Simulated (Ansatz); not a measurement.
Consider the following.

BP (zinc blende, F-43m), a = 4.524 Å, b = 4.524 Å, c = 4.524 Å, α = 90.00°, β = 90.00°, γ = 90.00°; the cell used has 2 atoms.

This is the HSE06-relaxed structure.

**Question.** All from DFT-HSE06 in the program Ansatz with PAW potentials, unless another level is named. Predict the smallest direct gap on the standard path.

**Answer.** 4.35 eV.

**Question.** Give the band gap.

**Answer.** 1.95 eV (indirect).

**Question.** And the valence-band maximum?

**Answer.** at Γ.

**Question.** Next, the conduction-band minimum?

**Answer.** on the Γ–X line, 83 % of the way from Γ (6 equivalent valleys).

The cell was relaxed with HSE06 under the symmetry of its start. The hybrid was solved on a coarse mesh, the path and, where they were found, the r²SCAN edge points; its band edges are the extreme levels among these.

Potentials: the later of the program's two PAW sets.
